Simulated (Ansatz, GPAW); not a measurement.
## HPbNO4: programs and potentials compared

```
H Pb N O
1.0
     4.27531   -0.00040    0.00636
    -2.08399    5.20775   -0.04907
    -2.12377   -1.86574    4.91491
H Pb N O
1 1 1 4
Cartesian
  2.2338 -1.5247 4.4769
  0.1373 4.0030 0.6652
  -2.0197 1.5311 2.4473
  2.2736 4.7756 0.1022
  -1.9905 2.6889 2.9560
  2.2225 1.4102 1.1945
  -2.0163 0.5081 3.1892
```

The cell comes from a database or a generator and needn't be the stable form of this composition.

Alike in all runs: task electron localisation function; functional PBE; k mesh 8 × 6 × 6; occupations fermi-dirac, width 0.05 eV; no spin polarisation; no spin-orbit coupling. Pressure is positive in compression and, in plane waves, holds the error of the finite cutoff, which Ansatz's Pulay term estimates and takes out.

```
                    program and potentials  plane-wave cutoff (eV)                             notes  band gap (eV)  pressure (GPa)
                        Ansatz, Ansatz PAW                     420  Pulay term of +0.57 GPa included           2.82            0.02
 Ansatz, PAW datasets made for the crystal                    1020                                 -           2.82           -0.08
GPAW, GPAW PAW data sets (gpaw-data 1.2.1)                     800                                 -           2.81           -0.29
```

Force on atom 6 (O), eV/Å:

```csv
program and potentials,x,y,z
"Ansatz, PAW datasets made for the crystal",0.002,0.008,0.049
"GPAW, GPAW PAW data sets (gpaw-data 1.2.1)",0.001,-0.008,-0.006
```

The band gap spans 2.81 (GPAW, GPAW PAW data sets (gpaw-data 1.2.1)) to 2.82 eV (Ansatz, PAW datasets made for the crystal). The pressure spans -0.29 (GPAW, GPAW PAW data sets (gpaw-data 1.2.1)) to 0.02 GPa (Ansatz, Ansatz PAW). Spin-orbit coupling, left out here, moves the band edges of heavy atoms. The gap is indirect and read on the mesh alone.

Differences between rows come from potentials, basis sets and numerical settings, since the functional is the same but for its coding. Runs on potential files found faulty are left out.
